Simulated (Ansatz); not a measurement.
# ⁵⁷Fe Mössbauer parameters in MgFe₄P₄O₁₆

Cell: a computed structure from the Materials Project (it need not be an observed phase), taken as it stands.

```
Mg Fe P O
1.0
     5.21534    0.00000    0.00000
     2.52439    8.18998    0.00000
     0.39341    0.00021    9.15135
Mg Fe P O
1 4 4 16
Cartesian
  3.0662 4.9482 6.0241
  2.0613 1.7000 4.3556
  5.0438 2.4055 9.0489
  2.5612 5.7042 0.3411
  6.3811 6.9254 4.7398
  4.3867 1.8805 5.9644
  2.4278 2.4452 1.3612
  5.6701 5.3409 7.7273
  3.8848 6.7591 3.2728
  3.6795 0.7087 5.1573
  3.4885 1.3518 1.1094
  4.4909 1.4649 7.4289
  1.0418 2.0464 0.8501
  3.3605 3.0246 5.6812
  5.7554 2.2179 5.3666
  2.3349 2.8274 2.8668
  3.0528 3.6626 0.5588
  5.8351 3.8350 8.0226
  6.3890 5.5835 6.3484
  3.0426 6.1441 4.4625
  5.2897 6.1443 3.3288
  6.3550 6.1735 8.8108
  3.1704 6.5561 1.9579
  4.1404 5.6714 7.5804
  1.4358 0.0994 3.5950
```

Atom numbers follow the list; atoms alike are taken as one site, whose name carries the number of the first.

The numbers come from a DFT calculation in Ansatz (PBE, plane waves and PAW, scalar-relativistic, collinear spin, 420 eV cutoff, Γ-centred 6×4×4 k-points, Fermi–Dirac smearing 0.05 eV). Start moments as typed (μB): 3 on each Fe, none on the rest.

Isomer shifts (against α-Fe) follow from the electron density at the nucleus, δ = α(ρ − ρ₀), with α = -0.366 mm s⁻¹ a₀³ and ρ₀ = 14904.00 a₀⁻³ from a line fitted to 10 measured compounds at this level of theory (rms miss 0.11 mm/s). ΔE_Q = ½eQV_zz(1 + η²/3)^½ with Q = 0.160 b for the 14.4 keV state. B_c is the Fermi-contact field along the atom's own moment; orbital and dipolar fields are not included.

Question: Give the isomer shift and quadrupole splitting and contact field of each Fe site.

Answer: 

```tsv
site	atoms	first shell	ρ − ρ₀ (a₀⁻³)	δ (mm/s)	ΔE_Q (mm/s)	η	|m| (μB)	B_c (T)
Fe2	2	5 O at 1.88–2.28 Å	-1.95	0.71	-0.55	0.88	3.57	-31.0
Fe3	3	5 O at 1.90–2.14 Å	-1.76	0.64	1.15	0.65	3.65	-29.0
Fe4	4	4 O at 1.93–2.25 Å; also 1 O at 3.33 Å	-3.06	1.12	1.60	0.37	3.32	-27.8
Fe5	5	4 O at 1.95–2.09 Å; also 2 O at 3.01–3.31 Å	-2.87	1.05	2.13	0.43	3.28	-27.3
```

The shift of Fe3 is typical of high-spin Fe(III). The shifts of Fe4, Fe5 are typical of high-spin Fe(II).

The largest force is 1.2 eV/Å, so the atoms aren't at the calculated equilibrium and relaxing them would move these values. Runs of this kind can end above the lowest electronic state. With a gap of 0.11 eV under a smearing of 0.05 eV the band edges are partly filled, so small gradients can hang on the smearing and the k-mesh. With these PAW files V_zz is typically within 2 to 3 % of all-electron values, but misses above 10 % occur on Fe. All moments are parallel here, as the start or the cell imposes; many such compounds order antiparallel, where fields and spin densities carried over to other atoms largely cancel. The magnetic order is the one that the run reached from its start moments, not necessarily the measured one; the program found signs of a lower order. Semilocal functionals underestimate the core's spin polarisation, so contact fields of ionic iron come out too small in magnitude.

Hardware: 2 threads of Arm Neoverse V1 (aarch64; 8 cores open to the job, memory cap 5.0 GiB, no GPU), a shared host with a load of 0.6 a core. Wall time 22 min, CPU time 43 min, peak memory 3.3 GiB.
